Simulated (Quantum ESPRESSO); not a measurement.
Si3O4FN, one run as intended and one with a planted mistake

Computed values, not a measurement. The program is pw.x of Quantum ESPRESSO 7.5 (plane-wave density functional theory). The cell is made up: 9 atoms on a quartz lattice, with randomly drawn elements, strain and displacements, not relaxed. PseudoDojo standard norm-conserving files (v0.5 for PBE, v0.4.1 for LDA and PBEsol) set the functional; there is no spin polarisation, spin-orbit coupling or dispersion term, and the masses in the input are unused placeholders.

Intended input:

```
&control calculation='scf', pseudo_dir='./dojo.nc.sr.pbe.v0_5.standard.upf', outdir='./o', disk_io='medium', tprnfor=.true., tstress=.true. /
&system ibrav=0, nat=9, ntyp=4, nbnd=30, ecutwfc=84.00895049, nosym=.true., tot_charge=0,
 occupations='smearing', smearing='fd', degauss=0.0018374661
/
&electrons conv_thr=7.350e-09, electron_maxstep=60, /
ATOMIC_SPECIES
F 1.0 F.upf
N 1.0 N.upf
O 1.0 O.upf
Si 1.0 Si.upf
CELL_PARAMETERS angstrom
4.8846 -0.0262 -0.0589
-2.465 4.2943 0.0494
-0.0646 0.0253 5.3638
ATOMIC_POSITIONS angstrom
Si 2.3216 -0.003 3.4573
Si -1.2404 2.0892 1.7722
Si 1.3238 2.2033 -0.0038
O 1.3211 1.1585 4.21
O 3.2948 0.5866 2.4053
F 2.6748 2.491 0.5694
O 0.2275 1.7719 1.1146
O -1.1323 3.1421 2.9463
N 0.6678 3.7587 4.7346
K_POINTS automatic
5 5 4 1 1 1
```

The log is shortened where brackets say so; the opening notice, blank lines, dates and the lines on written files are dropped, and the path of the files is cut. It prints rydbergs, bohrs and kilobars, and counts compression as positive stress. Where no state is partly filled, the Fermi energy that it prints is only some level between the filled and the empty states on the mesh, and need not lie in the true gap.

Log of the intended run:

```
     Program PWSCF v.7.5
     Parallel version (MPI & OpenMP), running on       1 processor cores
     Number of MPI processes:                 1
     Threads/MPI process:                     1
     [start-up lines left out]
     bravais-lattice index     =            0
     lattice parameter (alat)  =       9.2314  a.u.
     unit-cell volume          =     756.7963 (a.u.)^3
     number of atoms/cell      =            9
     number of atomic types    =            4
     number of electrons       =        48.00
     number of Kohn-Sham states=           30
     kinetic-energy cutoff     =      84.0090  Ry
     charge density cutoff     =     336.0358  Ry
     scf convergence threshold =      7.3E-09
     mixing beta               =       0.7000
     number of iterations used =            8  plain     mixing
     Exchange-correlation= PBE
                           (   1   4   3   4   0   0   0)
     [axes and pseudopotential details left out]
   Cartesian axes
     site n.     atom                  positions (alat units)
         1        Si     tau(   1) = (   0.4752483  -0.0006141   0.7077343  )
         2        Si     tau(   2) = (  -0.2539188   0.4276743   0.3627821  )
         3        Si     tau(   3) = (   0.2709914   0.4510314  -0.0007779  )
         4        O      tau(   4) = (   0.2704387   0.2371533   0.8618174  )
         5        O      tau(   5) = (   0.6744694   0.1200813   0.4923823  )
         6        F      tau(   6) = (   0.5475509   0.5099257   0.1165603  )
         7        O      tau(   7) = (   0.0465709   0.3627207   0.2281667  )
         8        O      tau(   8) = (  -0.2317900   0.6432106   0.6031289  )
         9        N      tau(   9) = (   0.1367035   0.7694331   0.9692068  )
     number of k points=    50  Fermi-Dirac smearing, width (Ry)=  0.0018
                       cart. coord. in units 2pi/alat
        k(    1) = (   0.1023047   0.1711661   0.1142672), wk =   0.0400000
        k(    2) = (   0.1050450   0.1701195   0.3419901), wk =   0.0400000
     [further k points left out]
     Dense  grid:    78691 G-vectors     FFT dimensions: (  54,  60,  60)
     Estimated max dynamical RAM per process >     100.97 MB
     Initial potential from superposition of free atoms
     starting charge      47.9981, renormalised to      48.0000
     Starting wfcs are   36 randomized atomic wfcs
     total cpu time spent up to now is       10.9 secs
     per-process dynamical memory:    77.9 Mb
     Self-consistent Calculation
     iteration #  1     ecut=    84.01 Ry     beta= 0.70
     Davidson diagonalization with overlap
     ethr =  1.00E-02,  avg # of iterations =  3.0
     total cpu time spent up to now is       38.6 secs
     total energy              =    -226.96368956 Ry
     estimated scf accuracy    <       2.84888101 Ry
     iteration #  2     ecut=    84.01 Ry     beta= 0.70
     Davidson diagonalization with overlap
     ethr =  5.94E-03,  avg # of iterations =  3.1
     total cpu time spent up to now is       71.2 secs
     total energy              =    -227.46023474 Ry
     estimated scf accuracy    <       2.96940600 Ry
     [iterations 3 to 10 left out]
     iteration # 11     ecut=    84.01 Ry     beta= 0.70
     Davidson diagonalization with overlap
     ethr =  6.18E-10,  avg # of iterations =  2.1
     total cpu time spent up to now is      300.6 secs
     total energy              =    -228.15771890 Ry
     estimated scf accuracy    <       0.00000001 Ry
     iteration # 12     ecut=    84.01 Ry     beta= 0.70
     Davidson diagonalization with overlap
     ethr =  2.89E-11,  avg # of iterations =  3.6
     total cpu time spent up to now is      331.3 secs
     End of self-consistent calculation
     [lines on levels left out]
     the Fermi energy is     7.3259 ev
!    total energy              =    -228.15771890 Ry
     estimated scf accuracy    <          1.2E-09 Ry
     smearing contrib. (-TS)   =      -0.00000000 Ry
     internal energy E=F+TS    =    -228.15771890 Ry
     The total energy is F=E-TS. E is the sum of the following terms:
     one-electron contribution =    -105.82730526 Ry
     hartree contribution      =      78.63575142 Ry
     xc contribution           =     -61.14348276 Ry
     ewald contribution        =    -139.82268230 Ry
     convergence has been achieved in  12 iterations
     Forces acting on atoms (cartesian axes, Ry/au):
     atom    1 type  4   force =    -0.08484144    0.01948425    0.15211159
     atom    2 type  4   force =     0.24023080   -0.16402955    0.18659292
     atom    3 type  4   force =    -0.44415416    0.13476044   -0.26902532
     atom    4 type  3   force =     0.02563644   -0.04643755   -0.06400613
     atom    5 type  3   force =     0.03167480    0.13567354   -0.17039922
     atom    6 type  1   force =     0.17379427    0.08717121    0.02389040
     atom    7 type  3   force =    -0.00680196   -0.01417106    0.04049351
     atom    8 type  3   force =    -0.07254844   -0.00237990   -0.06861189
     atom    9 type  2   force =     0.13700967   -0.15007139    0.16895414
     Total force =     0.783192     Total SCF correction =     0.000069
     Computing stress (Cartesian axis) and pressure
          total   stress  (Ry/bohr**3)                   (kbar)     P=      149.87
   0.00160214   0.00040602   0.00090455          235.68       59.73      133.06
   0.00040602   0.00009116  -0.00012438           59.73       13.41      -18.30
   0.00090455  -0.00012438   0.00136314          133.06      -18.30      200.52
     init_run     :     10.58s CPU     10.81s WALL (       1 calls)
     electrons    :    300.13s CPU    320.39s WALL (       1 calls)
     forces       :      5.43s CPU      5.52s WALL (       1 calls)
     stress       :     21.20s CPU     21.33s WALL (       1 calls)
     [timing details left out]
     PWSCF        :   5m37.65s CPU   5m58.72s WALL
     JOB DONE.
```

A second run has one planted mistake: the smearing is too wide. The input lines that differ, file-writing options aside:

```
- &system ibrav=0, nat=9, ntyp=4, nbnd=30, ecutwfc=84.00895049, nosym=.true., tot_charge=0,
+ &system ibrav=0, nat=9, ntyp=4, nbnd=48, ecutwfc=84.00895049, nosym=.true., tot_charge=0,
-  occupations='smearing', smearing='fd', degauss=0.0018374661
+  occupations='smearing', smearing='fd', degauss=0.0227845797
```

Its log:

```
     Program PWSCF v.7.5
     Parallel version (MPI & OpenMP), running on       1 processor cores
     Number of MPI processes:                 1
     Threads/MPI process:                     1
     [start-up lines left out]
     bravais-lattice index     =            0
     lattice parameter (alat)  =       9.2314  a.u.
     unit-cell volume          =     756.7963 (a.u.)^3
     number of atoms/cell      =            9
     number of atomic types    =            4
     number of electrons       =        48.00
     number of Kohn-Sham states=           48
     kinetic-energy cutoff     =      84.0090  Ry
     charge density cutoff     =     336.0358  Ry
     scf convergence threshold =      7.3E-09
     mixing beta               =       0.7000
     number of iterations used =            8  plain     mixing
     Exchange-correlation= PBE
                           (   1   4   3   4   0   0   0)
     [axes and pseudopotential details left out]
   Cartesian axes
     site n.     atom                  positions (alat units)
         1        Si     tau(   1) = (   0.4752483  -0.0006141   0.7077343  )
         2        Si     tau(   2) = (  -0.2539188   0.4276743   0.3627821  )
         3        Si     tau(   3) = (   0.2709914   0.4510314  -0.0007779  )
         4        O      tau(   4) = (   0.2704387   0.2371533   0.8618174  )
         5        O      tau(   5) = (   0.6744694   0.1200813   0.4923823  )
         6        F      tau(   6) = (   0.5475509   0.5099257   0.1165603  )
         7        O      tau(   7) = (   0.0465709   0.3627207   0.2281667  )
         8        O      tau(   8) = (  -0.2317900   0.6432106   0.6031289  )
         9        N      tau(   9) = (   0.1367035   0.7694331   0.9692068  )
     number of k points=    50  Fermi-Dirac smearing, width (Ry)=  0.0228
                       cart. coord. in units 2pi/alat
        k(    1) = (   0.1023047   0.1711661   0.1142672), wk =   0.0400000
        k(    2) = (   0.1050450   0.1701195   0.3419901), wk =   0.0400000
     [further k points left out]
     Dense  grid:    78691 G-vectors     FFT dimensions: (  54,  60,  60)
     Estimated max dynamical RAM per process >     114.78 MB
     Initial potential from superposition of free atoms
     starting charge      47.9981, renormalised to      48.0000
     Starting wfcs are   36 randomized atomic wfcs +   12 random wfcs
     total cpu time spent up to now is       14.6 secs
     per-process dynamical memory:    87.0 Mb
     Self-consistent Calculation
     iteration #  1     ecut=    84.01 Ry     beta= 0.70
     Davidson diagonalization with overlap
     ethr =  1.00E-02,  avg # of iterations =  6.6
     total cpu time spent up to now is       92.9 secs
     total energy              =    -227.01980713 Ry
     estimated scf accuracy    <       2.79583983 Ry
     iteration #  2     ecut=    84.01 Ry     beta= 0.70
     Davidson diagonalization with overlap
     ethr =  5.82E-03,  avg # of iterations =  2.0
     total cpu time spent up to now is      140.8 secs
     total energy              =    -227.32109057 Ry
     estimated scf accuracy    <       3.33745483 Ry
     [iterations 3 to 9 left out]
     iteration # 10     ecut=    84.01 Ry     beta= 0.70
     Davidson diagonalization with overlap
     ethr =  9.11E-10,  avg # of iterations =  2.0
     total cpu time spent up to now is      491.1 secs
     total energy              =    -228.15833797 Ry
     estimated scf accuracy    <       0.00000003 Ry
     iteration # 11     ecut=    84.01 Ry     beta= 0.70
     Davidson diagonalization with overlap
     ethr =  7.07E-11,  avg # of iterations =  2.0
     total cpu time spent up to now is      532.5 secs
     End of self-consistent calculation
     [lines on levels left out]
     the Fermi energy is     7.1940 ev
!    total energy              =    -228.15833798 Ry
     estimated scf accuracy    <          4.2E-09 Ry
     smearing contrib. (-TS)   =      -0.00339491 Ry
     internal energy E=F+TS    =    -228.15494307 Ry
     The total energy is F=E-TS. E is the sum of the following terms:
     one-electron contribution =    -105.82567134 Ry
     hartree contribution      =      78.63587029 Ry
     xc contribution           =     -61.14245971 Ry
     ewald contribution        =    -139.82268230 Ry
     convergence has been achieved in  11 iterations
     Forces acting on atoms (cartesian axes, Ry/au):
     atom    1 type  4   force =    -0.08580033    0.02021072    0.14968769
     atom    2 type  4   force =     0.23914682   -0.16372761    0.18670929
     atom    3 type  4   force =    -0.44308480    0.13309150   -0.26691051
     atom    4 type  3   force =     0.02568167   -0.04649223   -0.06401865
     atom    5 type  3   force =     0.03212201    0.13443102   -0.16937126
     atom    6 type  1   force =     0.17343554    0.08809600    0.02232875
     atom    7 type  3   force =    -0.00679448   -0.01390555    0.03990071
     atom    8 type  3   force =    -0.07191520   -0.00188895   -0.06735698
     atom    9 type  2   force =     0.13720876   -0.14981489    0.16903097
     Total force =     0.780223     Total SCF correction =     0.000128
     Computing stress (Cartesian axis) and pressure
          total   stress  (Ry/bohr**3)                   (kbar)     P=      151.12
   0.00161023   0.00040352   0.00090755          236.87       59.36      133.51
   0.00040352   0.00009754  -0.00012518           59.36       14.35      -18.42
   0.00090755  -0.00012518   0.00137417          133.51      -18.42      202.15
     init_run     :     13.87s CPU     14.54s WALL (       1 calls)
     electrons    :    491.82s CPU    517.89s WALL (       1 calls)
     forces       :      6.89s CPU      7.02s WALL (       1 calls)
     stress       :     26.44s CPU     26.65s WALL (       1 calls)
     [timing details left out]
     PWSCF        :   8m59.33s CPU   9m26.77s WALL
     JOB DONE.
```

```
                                            intended run  run with the mistake
                          free energy (eV)     -3104.244             -3104.252
                    smearing term -TS (eV)        0.0000               -0.0462
                            pressure (GPa)         14.99                 15.11
            largest force component (eV/Å)        11.420                11.392
largest change of a force component (eV/Å)                               0.062
                                iterations            12                    11
```

For scale, a rerun of the intended cell at 1437 eV and a 7 x 7 x 6 mesh moved values by no more than 0.003 eV in energy, 0.02 GPa in stress and 0.002 eV/Å in force. The number of bands, nbnd, was set by rule from the electron count and the smearing, so it follows the mistake.